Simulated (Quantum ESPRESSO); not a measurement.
Al2ZnGeN4, input and log of a self-consistent run

A calculation, not a measurement. The program is pw.x of Quantum ESPRESSO 7.5 (plane-wave density functional theory). The cell is made up: 8 atoms on a wurtzite lattice, with randomly drawn elements, strain and displacements, not relaxed. PseudoDojo standard norm-conserving files (v0.5 for PBE, v0.4.1 for LDA and PBEsol) set the functional; there is no spin polarisation, spin-orbit coupling or dispersion term, and the masses in the input are unused placeholders.

Input:

```
&control calculation='scf', pseudo_dir='./dojo.nc.sr.pbe.v0_5.standard.upf', outdir='./o', disk_io='medium', tprnfor=.true., tstress=.true. /
&system ibrav=0, nat=8, ntyp=4, nbnd=36, ecutwfc=84.00895049, nosym=.true., tot_charge=0,
 occupations='smearing', smearing='fd', degauss=0.0018374661
/
&electrons conv_thr=7.350e-09, electron_maxstep=60, /
ATOMIC_SPECIES
Al 1.0 Al.upf
Ge 1.0 Ge.upf
N 1.0 N.upf
Zn 1.0 Zn.upf
CELL_PARAMETERS angstrom
3.0677 0.03 -0.0203
0.052 5.4395 -0.0079
-0.0332 -0.0074 5.0023
ATOMIC_POSITIONS angstrom
Al -0.0803 0.0218 -0.005
Al 1.5575 2.6533 -0.1147
Zn 1.568 0.8976 2.5018
Ge 0.1711 3.524 2.4428
N -0.0472 -0.0077 1.9231
N 1.5178 2.6783 1.8291
N 1.4814 0.9082 4.3809
N 0.0108 3.5935 4.3096
K_POINTS automatic
6 4 4 1 1 1
```

The log is shortened where brackets say so; the opening notice, blank lines, dates and the lines on written files are dropped, and the path of the files is cut. It prints rydbergs, bohrs and kilobars, and counts compression as positive stress.

```
     Program PWSCF v.7.5
     Parallel version (MPI & OpenMP), running on       1 processor cores
     Number of MPI processes:                 1
     Threads/MPI process:                     1
     [start-up lines left out]
     bravais-lattice index     =            0
     lattice parameter (alat)  =       5.7975  a.u.
     unit-cell volume          =     563.2195 (a.u.)^3
     number of atoms/cell      =            8
     number of atomic types    =            4
     number of electrons       =        60.00
     number of Kohn-Sham states=           36
     kinetic-energy cutoff     =      84.0090  Ry
     charge density cutoff     =     336.0358  Ry
     scf convergence threshold =      7.3E-09
     mixing beta               =       0.7000
     number of iterations used =            8  plain     mixing
     Exchange-correlation= PBE
                           (   1   4   3   4   0   0   0)
     [axes and pseudopotential details left out]
   Cartesian axes
     site n.     atom                  positions (alat units)
         1        Al     tau(   1) = (  -0.0261741   0.0071058  -0.0016298  )
         2        Al     tau(   2) = (   0.5076740   0.8648548  -0.0373870  )
         3        Zn     tau(   3) = (   0.5110965   0.2925767   0.8154727  )
         4        Ge     tau(   4) = (   0.0557708   1.1486633   0.7962414  )
         5        N      tau(   5) = (  -0.0153850  -0.0025098   0.6268429  )
         6        N      tau(   6) = (   0.4947336   0.8730037   0.5962032  )
         7        N      tau(   7) = (   0.4828688   0.2960318   1.4279736  )
         8        N      tau(   8) = (   0.0035203   1.1713171   1.4047331  )
     number of k points=    48  Fermi-Dirac smearing, width (Ry)=  0.0018
                       cart. coord. in units 2pi/alat
        k(    1) = (   0.0831680   0.0698181   0.0773178), wk =   0.0416667
        k(    2) = (   0.0841806   0.0700311   0.2306500), wk =   0.0416667
     [further k points left out]
     Dense  grid:    58569 G-vectors     FFT dimensions: (  36,  60,  60)
     Estimated max dynamical RAM per process >      76.53 MB
     Initial potential from superposition of free atoms
     starting charge      59.9941, renormalised to      60.0000
     Starting wfcs are   43 randomized atomic wfcs
     total cpu time spent up to now is        7.8 secs
     per-process dynamical memory:    50.7 Mb
     Self-consistent Calculation
     iteration #  1     ecut=    84.01 Ry     beta= 0.70
     Davidson diagonalization with overlap
     ethr =  1.00E-02,  avg # of iterations =  3.0
     total cpu time spent up to now is       25.1 secs
     total energy              =    -688.26200330 Ry
     estimated scf accuracy    <       2.35123029 Ry
     iteration #  2     ecut=    84.01 Ry     beta= 0.70
     Davidson diagonalization with overlap
     ethr =  3.92E-03,  avg # of iterations =  3.4
     total cpu time spent up to now is       43.8 secs
     total energy              =    -688.91480731 Ry
     estimated scf accuracy    <       2.04342546 Ry
     iteration #  3     ecut=    84.01 Ry     beta= 0.70
     Davidson diagonalization with overlap
     ethr =  3.41E-03,  avg # of iterations =  2.0
     total cpu time spent up to now is       58.7 secs
     total energy              =    -689.27984033 Ry
     estimated scf accuracy    <       0.09243007 Ry
     iteration #  4     ecut=    84.01 Ry     beta= 0.70
     Davidson diagonalization with overlap
     ethr =  1.54E-04,  avg # of iterations =  5.1
     total cpu time spent up to now is       74.6 secs
     total energy              =    -689.30308600 Ry
     estimated scf accuracy    <       0.00498194 Ry
     iteration #  5     ecut=    84.01 Ry     beta= 0.70
     Davidson diagonalization with overlap
     c_bands:  1 eigenvalues not converged
     ethr =  8.30E-06,  avg # of iterations =  7.6
     total cpu time spent up to now is       94.3 secs
     total energy              =    -689.30396592 Ry
     estimated scf accuracy    <       0.00257812 Ry
     [iterations 6 to 8 left out]
     iteration #  9     ecut=    84.01 Ry     beta= 0.70
     Davidson diagonalization with overlap
     ethr =  1.45E-08,  avg # of iterations =  3.4
     total cpu time spent up to now is      153.3 secs
     total energy              =    -689.30425613 Ry
     estimated scf accuracy    <       0.00000208 Ry
     iteration # 10     ecut=    84.01 Ry     beta= 0.70
     Davidson diagonalization with overlap
     ethr =  3.47E-09,  avg # of iterations =  2.0
     total cpu time spent up to now is      170.0 secs
     total energy              =    -689.30425619 Ry
     estimated scf accuracy    <       0.00000049 Ry
     iteration # 11     ecut=    84.01 Ry     beta= 0.70
     Davidson diagonalization with overlap
     ethr =  8.18E-10,  avg # of iterations =  2.0
     total cpu time spent up to now is      184.8 secs
     total energy              =    -689.30425625 Ry
     estimated scf accuracy    <       0.00000003 Ry
     iteration # 12     ecut=    84.01 Ry     beta= 0.70
     Davidson diagonalization with overlap
     ethr =  4.82E-11,  avg # of iterations =  3.5
     total cpu time spent up to now is      199.7 secs
     total energy              =    -689.30425627 Ry
     estimated scf accuracy    <       0.00000001 Ry
     iteration # 13     ecut=    84.01 Ry     beta= 0.70
     Davidson diagonalization with overlap
     ethr =  1.95E-11,  avg # of iterations =  2.0
     total cpu time spent up to now is      210.8 secs
     End of self-consistent calculation
     [lines on levels left out]
!    total energy              =    -689.30425627 Ry
     estimated scf accuracy    <          9.3E-10 Ry
     smearing contrib. (-TS)   =      -0.00000000 Ry
     internal energy E=F+TS    =    -689.30425627 Ry
     The total energy is F=E-TS. E is the sum of the following terms:
     one-electron contribution =    -491.57814192 Ry
     hartree contribution      =     280.81138699 Ry
     xc contribution           =    -118.27238251 Ry
     ewald contribution        =    -360.26511882 Ry
     convergence has been achieved in  13 iterations
     Forces acting on atoms (cartesian axes, Ry/au):
     atom    1 type  1   force =     0.05123351   -0.00967705    0.01661571
     atom    2 type  1   force =     0.01211483    0.00792461    0.02041577
     atom    3 type  4   force =    -0.05650717   -0.02002058    0.00629754
     atom    4 type  2   force =    -0.16602258    0.18305372    0.02079175
     atom    5 type  3   force =     0.06943175   -0.16559984   -0.08917220
     atom    6 type  3   force =     0.14230510    0.01645330   -0.08184592
     atom    7 type  3   force =    -0.04080185   -0.00617114    0.08088636
     atom    8 type  3   force =    -0.01175359   -0.00596302    0.02601099
     Total force =     0.381144     Total SCF correction =     0.000044
     Computing stress (Cartesian axis) and pressure
          total   stress  (Ry/bohr**3)                   (kbar)     P=      180.54
   0.00168228  -0.00077768  -0.00019964          247.47     -114.40      -29.37
  -0.00077768   0.00079450   0.00021284         -114.40      116.88       31.31
  -0.00019964   0.00021284   0.00120498          -29.37       31.31      177.26
     init_run     :      6.63s CPU      7.57s WALL (       1 calls)
     electrons    :    183.44s CPU    203.03s WALL (       1 calls)
     forces       :      2.08s CPU      2.10s WALL (       1 calls)
     stress       :      7.76s CPU      7.80s WALL (       1 calls)
     [timing details left out]
     PWSCF        :   3m20.09s CPU   3m40.83s WALL
     JOB DONE.
```

In other units: free energy -9378.462 eV for the cell, pressure 18.05 GPa, largest force component 4.707 eV/Å. A rerun of a related cell, with the same atoms placed differently, at 1437 eV and a 8 x 6 x 6 mesh moved values by no more than 0.002 eV in energy, 0.04 GPa in stress and 0.003 eV/Å in force.